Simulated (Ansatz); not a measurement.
# CaZn: consecutive steps of a trajectory

Theory: DFT PBEsol, scalar-relativistic, plane waves, PAW (Ansatz 0.2.0). Cutoff 420 eV, shifted (0.5, 0.5, 0.5 steps) 2×2×2 k-points, Fermi–Dirac smearing of 0.05 eV. The mesh is coarse. No spin polarisation.

16 atoms, starting at 1.00 times the perfect crystal's volume (space group Pm-3m, the cell as given, not relaxed at this level); Langevin thermostat at 200 K (friction 0.05 fs⁻¹), fixed cell; 53 steps of 6 fs. The run is short and not equilibrated. The time step is on the long side.

Positions in Å, velocities in 0.01 Å/fs, forces in eV/Å; dE is the potential energy from the first frame shown.

```xyz
16
Lattice="0.0000 0.0000 7.2974 7.2974 0.0000 0.0000 0.0000 7.2974 0.0000" Properties=species:S:1:pos:R:3:v100:R:3:forces:R:3 pbc="T T T" time_fs=108.00 dE_eV=0.0000 T_K=137
Ca    0.1005    0.0243    0.0178   -0.0896    0.0500   -0.2091   -0.4711   -0.1117    0.1349
Ca    0.1082    0.1283    3.8508    0.0687    0.0200   -0.1161   -0.4779   -0.4285   -0.6844
Ca   -0.0779    3.6569    0.0455    0.1094    0.1689    0.0964    0.0625   -0.1355   -0.1583
Ca   -0.0041    3.8536    3.6226   -0.1551   -0.0575   -0.1836   -0.1458   -0.4611    0.1073
Ca    3.6638   -0.0894    0.0671   -0.2349    0.1626   -0.1298   -0.1587    0.1989   -0.1129
Ca    3.7262   -0.0333    3.7825    0.2937    0.1281   -0.2344   -0.3495    0.0051   -0.3326
Ca    3.6371    3.6264    0.0081    0.0213   -0.4679   -0.0461   -0.2014   -0.0941   -0.1114
Ca    3.6698    3.7787    3.5553   -0.0209    0.1625   -0.0455   -0.2127   -0.3935    0.3186
Zn    1.7993    1.7944    1.8417   -0.1105   -0.0246   -0.0247    0.1754    0.1561    0.1611
Zn    1.7081    1.8121    5.4363   -0.1421   -0.0074   -0.0237    0.5066    0.4602    0.2265
Zn    1.7205    5.4424    1.7322   -0.0515    0.0914   -0.0286    0.2481    0.1216    0.1292
Zn    1.7753    5.3926    5.5312    0.1460   -0.3045    0.1173    0.1428    0.1430    0.1096
Zn    5.4168    1.8286    1.8553    0.0434   -0.0724   -0.0997    0.1305   -0.0486    0.0952
Zn    5.3217    1.7247    5.4905   -0.3062    0.0988   -0.0404    0.3229    0.3238    0.0893
Zn    5.3715    5.5041    1.7849   -0.0408    0.0014   -0.2670    0.3427    0.0759    0.0030
Zn    5.4772    5.4270    5.5614    0.0722   -0.0324    0.1943    0.0858    0.1883    0.0248
16
Lattice="0.0000 0.0000 7.2974 7.2974 0.0000 0.0000 0.0000 7.2974 0.0000" Properties=species:S:1:pos:R:3:v100:R:3:forces:R:3 pbc="T T T" time_fs=114.00 dE_eV=0.0096 T_K=123
Ca    0.0933    0.0313    0.0073   -0.1492    0.1828   -0.1390   -0.4667   -0.1143    0.1588
Ca    0.1198    0.1292    3.8386    0.3138    0.0073   -0.2900   -0.5034   -0.4496   -0.6578
Ca   -0.0697    3.6684    0.0484    0.1605    0.2116   -0.0014    0.0367   -0.1842   -0.1680
Ca   -0.0102    3.8488    3.6132   -0.0473   -0.1024   -0.1265   -0.1345   -0.4380    0.1411
Ca    3.6493   -0.0817    0.0684   -0.2457    0.0910    0.1728   -0.1370    0.1558   -0.1291
Ca    3.7379   -0.0279    3.7695    0.0927    0.0525   -0.1987   -0.3795   -0.0038   -0.3007
Ca    3.6387    3.6064    0.0007    0.0308   -0.1960   -0.1992   -0.2079   -0.0298   -0.0764
Ca    3.6690    3.7912    3.5495   -0.0053    0.2502   -0.1471   -0.2181   -0.4292    0.3134
Zn    1.7915    1.7946    1.8426   -0.1472    0.0297    0.0562    0.1836    0.1623    0.1522
Zn    1.6984    1.8165    5.4361   -0.1794    0.1559    0.0175    0.5312    0.4749    0.2095
Zn    1.7156    5.4480    1.7342   -0.1097    0.0953    0.0965    0.2517    0.1282    0.1074
Zn    1.7809    5.3800    5.5392    0.0414   -0.1157    0.1478    0.1312    0.1614    0.0790
Zn    5.4210    1.8254    1.8543    0.0940   -0.0341    0.0653    0.1378   -0.0428    0.0856
Zn    5.3033    1.7256    5.4880   -0.3041   -0.0713   -0.0429    0.3684    0.3268    0.0812
Zn    5.3695    5.5052    1.7700   -0.0227    0.0364   -0.2285    0.3449    0.0846   -0.0110
Zn    5.4829    5.4251    5.5703    0.1185   -0.0289    0.1015    0.0617    0.1978    0.0149
16
Lattice="0.0000 0.0000 7.2974 7.2974 0.0000 0.0000 0.0000 7.2974 0.0000" Properties=species:S:1:pos:R:3:v100:R:3:forces:R:3 pbc="T T T" time_fs=120.00 dE_eV=0.0032 T_K=200
Ca    0.0862    0.0475   -0.0089   -0.0873    0.3558   -0.3988   -0.4514   -0.1518    0.1940
Ca    0.1340    0.1320    3.8120    0.1593    0.0859   -0.5892   -0.5254   -0.4645   -0.5850
Ca   -0.0582    3.6822    0.0500    0.2223    0.2451    0.0551    0.0038   -0.2209   -0.1577
Ca   -0.0094    3.8413    3.6167    0.0730   -0.1429    0.2420   -0.1345   -0.4151    0.1415
Ca    3.6325   -0.0704    0.0774   -0.3128    0.2828    0.1231   -0.1024    0.1184   -0.1641
Ca    3.7431   -0.0218    3.7482    0.0812    0.1470   -0.5058   -0.3877   -0.0170   -0.2323
Ca    3.6400    3.6059   -0.0123    0.0158    0.1800   -0.2282   -0.1990   -0.0243   -0.0193
Ca    3.6736    3.7991    3.5451    0.1577    0.0131    0.0004   -0.2300   -0.4488    0.3039
Zn    1.7850    1.7970    1.8431   -0.0717    0.0511   -0.0393    0.1962    0.1876    0.1324
Zn    1.6921    1.8286    5.4368   -0.0290    0.2480    0.0038    0.5418    0.4656    0.1759
Zn    1.7126    5.4478    1.7463    0.0083   -0.1026    0.3058    0.2440    0.1529    0.0666
Zn    1.7876    5.3730    5.5450    0.1824   -0.1163    0.0459    0.1202    0.1850    0.0444
Zn    5.4256    1.8227    1.8603    0.0612   -0.0547    0.1338    0.1469   -0.0244    0.0562
Zn    5.2906    1.7215    5.4841   -0.1209   -0.0624   -0.0861    0.3932    0.3281    0.0693
Zn    5.3749    5.5061    1.7613    0.2018   -0.0063   -0.0639    0.3435    0.1044   -0.0274
Zn    5.4884    5.4255    5.5748    0.0636    0.0438    0.0467    0.0409    0.2249    0.0017
16
Lattice="0.0000 0.0000 7.2974 7.2974 0.0000 0.0000 0.0000 7.2974 0.0000" Properties=species:S:1:pos:R:3:v100:R:3:forces:R:3 pbc="T T T" time_fs=126.00 dE_eV=-0.0256 T_K=261
Ca    0.0785    0.0744   -0.0242   -0.1680    0.5361   -0.1090   -0.4239   -0.2238    0.2094
Ca    0.1375    0.1389    3.7678   -0.0416    0.1449   -0.8753   -0.5024   -0.4610   -0.4431
Ca   -0.0436    3.6954    0.0479    0.2603    0.1941   -0.1224   -0.0308   -0.2452   -0.1342
Ca   -0.0102    3.8349    3.6251   -0.0998   -0.0698    0.0376   -0.1196   -0.4038    0.1242
Ca    3.6145   -0.0602    0.0870   -0.2834    0.0562    0.1952   -0.0501    0.0923   -0.1886
Ca    3.7449   -0.0124    3.7240   -0.0205    0.1657   -0.2970   -0.3853   -0.0522   -0.1637
Ca    3.6442    3.6147   -0.0160    0.1241    0.1115    0.1048   -0.1796   -0.0517    0.0072
Ca    3.6850    3.7948    3.5419    0.2198   -0.1539   -0.1082   -0.2479   -0.4292    0.3035
Zn    1.7852    1.8028    1.8435    0.0784    0.1459    0.0503    0.2023    0.2273    0.1069
Zn    1.6965    1.8438    5.4389    0.1757    0.2569    0.0609    0.5241    0.4238    0.1157
Zn    1.7138    5.4343    1.7596    0.0296   -0.3428    0.1341    0.2238    0.1945    0.0243
Zn    1.7976    5.3711    5.5471    0.1495    0.0536    0.0198    0.1045    0.2058    0.0100
Zn    5.4330    1.8160    1.8644    0.1854   -0.1673   -0.0008    0.1479    0.0077    0.0208
Zn    5.2807    1.7203    5.4798   -0.2087    0.0194   -0.0580    0.3943    0.3191    0.0605
Zn    5.3908    5.5013    1.7550    0.3272   -0.1512   -0.1450    0.3239    0.1463   -0.0419
Zn    5.4940    5.4319    5.5784    0.1222    0.1679    0.0738    0.0189    0.2501   -0.0111
16
Lattice="0.0000 0.0000 7.2974 7.2974 0.0000 0.0000 0.0000 7.2974 0.0000" Properties=species:S:1:pos:R:3:v100:R:3:forces:R:3 pbc="T T T" time_fs=132.00 dE_eV=-0.0485 T_K=248
Ca    0.0659    0.0972   -0.0308   -0.2483    0.2173   -0.1138   -0.3776   -0.2764    0.1938
Ca    0.1278    0.1520    3.7216   -0.2771    0.2910   -0.6542   -0.4497   -0.4633   -0.2972
Ca   -0.0268    3.6985    0.0473    0.2978   -0.0909    0.1010   -0.0702   -0.2411   -0.1286
Ca   -0.0080    3.8315    3.6288    0.1750   -0.0456    0.0855   -0.1196   -0.3930    0.1152
Ca    3.6013   -0.0545    0.1089   -0.1523    0.1305    0.5306   -0.0147    0.0871   -0.2419
Ca    3.7423    0.0023    3.7058   -0.0688    0.3208   -0.3070   -0.3867   -0.1064   -0.1304
Ca    3.6512    3.6184   -0.0082    0.1088    0.0115    0.1554   -0.1660   -0.0662   -0.0212
Ca    3.6903    3.7885    3.5327   -0.0438   -0.0538   -0.1960   -0.2409   -0.3958    0.3252
Zn    1.7892    1.8088    1.8469    0.0551    0.0529    0.0610    0.1982    0.2654    0.0819
Zn    1.7050    1.8580    5.4406    0.1042    0.2141   -0.0066    0.4973    0.3639    0.0613
Zn    1.7139    5.4175    1.7659   -0.0277   -0.2175    0.0756    0.2043    0.2318   -0.0043
Zn    1.8049    5.3778    5.5522    0.0942    0.1698    0.1498    0.0952    0.2111   -0.0155
Zn    5.4439    1.8147    1.8566    0.1782    0.1232   -0.2597    0.1320    0.0333    0.0185
Zn    5.2692    1.7148    5.4701   -0.1729   -0.2027   -0.2636    0.3890    0.3181    0.0825
Zn    5.4069    5.4942    1.7443    0.2099   -0.0822   -0.2115    0.3109    0.1771   -0.0329
Zn    5.5002    5.4454    5.5799    0.0835    0.2838   -0.0238   -0.0014    0.2544   -0.0063
16
Lattice="0.0000 0.0000 7.2974 7.2974 0.0000 0.0000 0.0000 7.2974 0.0000" Properties=species:S:1:pos:R:3:v100:R:3:forces:R:3 pbc="T T T" time_fs=138.00 dE_eV=-0.0631 T_K=241
Ca    0.0531    0.1080   -0.0307   -0.1753    0.1423    0.1160   -0.3296   -0.2870    0.1690
Ca    0.1172    0.1614    3.6893   -0.0711    0.0215   -0.4162   -0.3971   -0.4615   -0.2058
Ca   -0.0063    3.6900    0.0515    0.3824   -0.1926    0.0406   -0.1177   -0.2112   -0.1404
Ca    0.0083    3.8233    3.6381    0.3624   -0.2259    0.2211   -0.1765   -0.3672    0.0856
Ca    3.5926   -0.0423    0.1375   -0.1378    0.2773    0.4183    0.0101    0.0613   -0.3251
Ca    3.7399    0.0210    3.6860   -0.0119    0.2984   -0.3501   -0.3982   -0.1641   -0.0916
Ca    3.6621    3.6150    0.0021    0.2557   -0.1254    0.1852   -0.1719   -0.0458   -0.0612
Ca    3.6812    3.7807    3.5291   -0.2538   -0.2045    0.0768   -0.1861   -0.3499    0.3300
Zn    1.7974    1.8145    1.8499    0.2200    0.1403    0.0386    0.1802    0.2860    0.0732
Zn    1.7119    1.8727    5.4381    0.1246    0.2716   -0.0758    0.4821    0.2983    0.0404
Zn    1.7107    5.4050    1.7652   -0.0778   -0.1972   -0.0999    0.1978    0.2532   -0.0151
Zn    1.8077    5.3821    5.5599   -0.0027   -0.0261    0.1079    0.0998    0.2211   -0.0156
Zn    5.4521    1.8332    1.8457    0.0921    0.4937   -0.1025    0.1212    0.0249    0.0439
Zn    5.2602    1.7053    5.4578   -0.1266   -0.1110   -0.1448    0.3879    0.3242    0.1173
Zn    5.4197    5.4894    1.7376    0.2162   -0.0790   -0.0126    0.3072    0.1711   -0.0146
Zn    5.5065    5.4578    5.5789    0.1263    0.1290   -0.0081   -0.0093    0.2463    0.0099
16
Lattice="0.0000 0.0000 7.2974 7.2974 0.0000 0.0000 0.0000 7.2974 0.0000" Properties=species:S:1:pos:R:3:v100:R:3:forces:R:3 pbc="T T T" time_fs=144.00 dE_eV=-0.0817 T_K=270
Ca    0.0384    0.1129   -0.0294   -0.3077    0.0228   -0.0732   -0.2665   -0.2757    0.1503
Ca    0.1103    0.1638    3.6682   -0.1561    0.0588   -0.2849   -0.3548   -0.4378   -0.1550
Ca    0.0147    3.6759    0.0636    0.3141   -0.2734    0.3597   -0.1650   -0.1670   -0.1805
Ca    0.0251    3.8107    3.6537    0.1958   -0.1910    0.2972   -0.2342   -0.3330    0.0395
Ca    3.5912   -0.0246    0.1557    0.0904    0.3070    0.1836    0.0155    0.0144   -0.3838
Ca    3.7376    0.0332    3.6677   -0.0632    0.1031   -0.2566   -0.3949   -0.2022   -0.0518
Ca    3.6719    3.6062    0.0056    0.0692   -0.1616   -0.0697   -0.1740    0.0089   -0.0730
Ca    3.6681    3.7628    3.5366   -0.1796   -0.3869    0.1682   -0.1224   -0.2747    0.2999
Zn    1.8155    1.8225    1.8516    0.3787    0.1264    0.0198    0.1400    0.2787    0.0779
Zn    1.7224    1.8858    5.4336    0.2261    0.1634   -0.0737    0.4682    0.2307    0.0400
Zn    1.7080    5.3951    1.7586   -0.0133   -0.1318   -0.1196    0.1994    0.2617    0.0028
Zn    1.8093    5.3814    5.5582    0.0579    0.0047   -0.1635    0.1019    0.2344    0.0148
Zn    5.4607    1.8686    1.8408    0.1941    0.6826   -0.0597    0.1047   -0.0253    0.0699
Zn    5.2489    1.6982    5.4508   -0.2499   -0.1286   -0.0902    0.3939    0.3222    0.1306
Zn    5.4297    5.4894    1.7391    0.1158    0.0757    0.0654    0.3003    0.1315   -0.0043
Zn    5.5150    5.4639    5.5790    0.1564    0.0748    0.0127   -0.0119    0.2330    0.0226
```

Task: What is the next frame? The thermostat's random kicks make it one of many possible.

Result:
```xyz
16
Lattice="0.0000 0.0000 7.2974 7.2974 0.0000 0.0000 0.0000 7.2974 0.0000" Properties=species:S:1:pos:R:3:v100:R:3:forces:R:3 pbc="T T T" time_fs=150.00 dE_eV=-0.0996 T_K=289
Ca    0.0227    0.1102   -0.0327   -0.2128   -0.1086   -0.0381   -0.1907   -0.2371    0.1343
Ca    0.1010    0.1618    3.6392   -0.1512   -0.1194   -0.6755   -0.2987   -0.3963   -0.0816
Ca    0.0271    3.6624    0.0794    0.0966   -0.1739    0.1630   -0.1884   -0.1272   -0.2365
Ca    0.0381    3.7982    3.6702    0.2333   -0.2212    0.2496   -0.2788   -0.3014   -0.0020
Ca    3.5993   -0.0010    0.1594    0.1796    0.4739   -0.0619   -0.0127   -0.0618   -0.3929
Ca    3.7412    0.0425    3.6523    0.1815    0.2062   -0.2559   -0.4032   -0.2266   -0.0329
Ca    3.6750    3.5866    0.0063    0.0369   -0.4847    0.0925   -0.1602    0.1139   -0.0766
Ca    3.6572    3.7427    3.5451   -0.1775   -0.2766    0.1132   -0.0623   -0.1962    0.2672
Zn    1.8349    1.8343    1.8498    0.2681    0.2653   -0.0787    0.0865    0.2507    0.0824
Zn    1.7401    1.8924    5.4316    0.3633    0.0539    0.0069    0.4326    0.1630    0.0332
Zn    1.7041    5.3885    1.7542   -0.1164   -0.0883   -0.0251    0.2096    0.2609    0.0133
Zn    1.8088    5.3832    5.5547   -0.0757    0.0557    0.0496    0.1088    0.2372    0.0436
Zn    5.4770    1.9047    1.8368    0.3496    0.5188   -0.0723    0.0726   -0.0884    0.0902
Zn    5.2382    1.6896    5.4502   -0.1061   -0.1579    0.0701    0.4076    0.3224    0.1250
Zn    5.4359    5.4978    1.7394    0.0897    0.2016   -0.0571    0.2939    0.0716    0.0025
Zn    5.5204    5.4689    5.5786    0.0245    0.0892   -0.0252   -0.0168    0.2151    0.0310
```